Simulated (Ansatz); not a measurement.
Computed with Ansatz, DFT PBE, scalar-relativistic, plane waves, PAW. All cells share a 420 eV cutoff and Γ-centred k meshes spaced at most about 0.3 Å⁻¹ (about 0.25 or finer for metals, 2π included). No spin polarisation in the final relaxations.

Temperature and zero-point effects are left out. All come from trial cells, and lower structures may exist.

**Question.** Order these relaxed structures of ZnCd2TeO2 by energy, lowest first, with the energy over the lowest of them.
A.

Space group P4/mmm (No. 123). a = 3.260 Å, b = 3.260 Å, c = 11.004 Å, α = 90.00°, β = 90.00°, γ = 90.00°
```
atom  site  symmetry       x       y       z
  Zn    1b     4/mmm  0.0000  0.0000  0.5000
  Cd    2h       4mm  0.5000  0.5000  0.7331
  Te    1c     4/mmm  0.5000  0.5000  0.0000
   O    2g       4mm  0.0000  0.0000  0.6724
```

B.

Space group P4/mmm (No. 123). a = 5.209 Å, b = 5.209 Å, c = 5.232 Å, α = 90.00°, β = 90.00°, γ = 90.00°
| atom | site | symmetry | x | y | z |
| --- | --- | --- | --- | --- | --- |
| Zn | 1a | 4/mmm | 0.0000 | 0.0000 | 0.0000 |
| Cd | 2f | mmm. | 0.5000 | 0.0000 | 0.0000 |
| Te | 1b | 4/mmm | 0.0000 | 0.0000 | 0.5000 |
| O | 2h | 4mm | 0.5000 | 0.5000 | 0.8625 |

C.

Space group P-3m1 (No. 164). a = 3.604 Å, b = 3.604 Å, c = 9.607 Å, α = 90.00°, β = 90.00°, γ = 120.00°
| atom | site | symmetry | x | y | z |
| --- | --- | --- | --- | --- | --- |
| Zn | 1a | -3m. | 0.0000 | 0.0000 | 0.0000 |
| Cd | 2d | 3m. | 0.6667 | 0.3333 | 0.1980 |
| Te | 1b | -3m. | 0.0000 | 0.0000 | 0.5000 |
| O | 2d | 3m. | 0.6667 | 0.3333 | 0.6130 |

D.

Space group Fd-3m:1 (No. 227). a = 10.755 Å, b = 10.755 Å, c = 10.755 Å, α = 90.00°, β = 90.00°, γ = 90.00°
```tsv
atom	site	symmetry	x	y	z
Zn	8b	-43m	0.0000	0.0000	0.5000
Cd	16d	.-3m	0.1250	0.6250	0.1250
Te	8a	-43m	0.2500	0.2500	0.2500
O	16c	.-3m	0.1250	0.1250	0.1250
```

**Answer.** A (0 meV/atom), C (391 meV/atom), B (827 meV/atom), D (965 meV/atom). Forms: A P4/mmm; C P-3m1; B P4/mmm; D Fd-3m. B holds O–O pairs (shortest 1.44 Å, as in peroxide) (bonds between like non-metal atoms; other contacts aren't counted).

Spin–orbit coupling, which can matter for Te, is left out. Cells relaxed within their symmetry can be saddle points. Some candidate types were left out of the draw beforehand, so a known form may be missing.
